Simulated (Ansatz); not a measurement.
A geometry of Hf away from equilibrium: the start of the relaxation of a relaxed Hf cell deformed by the Cartesian strain tensor (xx, yy, zz, yz, xz, xy) = (0.054, -0.006, 0.066, 0.117, 0.044, 0.043). All values below come from r2SCAN (plane waves to 500 eV, PAW, scalar-relativistic; Ansatz, a first-principles code). Γ-centred k-mesh 11×12×6 on the run's cell (coarser than for final values), Fermi–Dirac smearing 0.05 eV.

```xyz
2
Lattice="3.3706 0.1359 0.1391 -1.5676 2.6849 0.2559 0.2196 0.5931 5.3805" Properties=species:S:1:pos:R:3 pbc="T T T"
Hf     0.2431     2.2800     4.2523
Hf     1.7794     1.1338     1.5231
```

Problem. Predict the force on each atom, in eV/Å.

Solution. 
```json
[
 {"atom": "Hf1", "Fx": "0.13", "Fy": "-0.36", "Fz": "0.39"},
 {"atom": "Hf2", "Fx": "-0.13", "Fy": "0.36", "Fz": "-0.39"}
]
```

Problem. What is the pressure?

Solution. -8.3 GPa, compression positive.

Problem. How much energy per atom can still be gained by relaxing?

Solution. 0.29 eV/atom; the path ends in P6₃/mmc (No. 194) (hcp (Mg type)).

No spin polarisation in the result.

The run could not lose the symmetry of its start.
